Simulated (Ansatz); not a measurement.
# Optical constants of TaRu

Method: DFT LDA, scalar-relativistic, plane waves, PAW (Ansatz 0.2.0). Settings: 420 eV plane-wave cutoff, Γ-centred 14×14×12 mesh, Fermi-Dirac smearing of 0.15 eV. No spin polarisation.

Relaxed structure:
```
CELL_PARAMETERS angstrom
3.00601 0.00000 0.00000
0.00000 3.00601 0.00000
0.00000 0.00000 3.36163
ATOMIC_POSITIONS crystal
Ta 0.50000 0.50000 0.50000
Ru 0.00000 0.00000 0.00000
```

In a metal these results depend on the k mesh and the smearing. Spin–orbit coupling is left out, which matters for heavy elements.

Independent-particle response (no local fields, no excitons) on a 22×22×20 mesh, broadened by 0.1 eV; the Drude term is undamped and its weight carries the smearing above, which sets much of it in a semimetal. The run couldn't bound its error over part or most of this range, so small peaks and near ties are unsure. Light polarised along y. ε₁ lacks the small share of bands above those solved.

Q: Tabulate ε₁ and ε₂ against photon energy.

A:
| E (eV) | ε₁ | ε₂ |
| --- | --- | --- |
| 0.2 | -1172.70 | 47.16 |
| 0.6 | -99.62 | 20.86 |
| 1.0 | -15.46 | 26.75 |
| 1.4 | 2.64 | 31.04 |
| 1.8 | 2.63 | 29.48 |
| 2.2 | 6.63 | 27.77 |
| 2.6 | 1.09 | 34.11 |
| 3.0 | -1.86 | 26.26 |
| 3.4 | -8.40 | 23.20 |
| 3.8 | -5.99 | 16.00 |
| 4.2 | -2.85 | 14.90 |
| 4.6 | -3.02 | 15.84 |
| 5.0 | -4.57 | 15.17 |
| 5.4 | -4.66 | 13.28 |
| 5.8 | -5.63 | 12.48 |
| 6.2 | -7.68 | 12.21 |
| 6.6 | -7.95 | 8.52 |
| 7.0 | -7.51 | 5.88 |
| 7.4 | -5.91 | 4.33 |
| 7.8 | -4.97 | 3.74 |
| 8.2 | -4.49 | 3.18 |
| 8.6 | -3.63 | 2.50 |
| 9.0 | -2.85 | 2.04 |
| 9.4 | -1.82 | 1.76 |
| 9.8 | -1.12 | 1.90 |
| 10.2 | -0.32 | 2.32 |
| 10.6 | -0.56 | 2.80 |
| 11.0 | -0.48 | 2.92 |
| 11.4 | -0.62 | 2.99 |
| 11.8 | -0.76 | 2.89 |

Q: Where is the highest local maximum of ε₂ between 0.3 and 12 eV?

A: At 2.6 eV, where ε₂ = 34.1.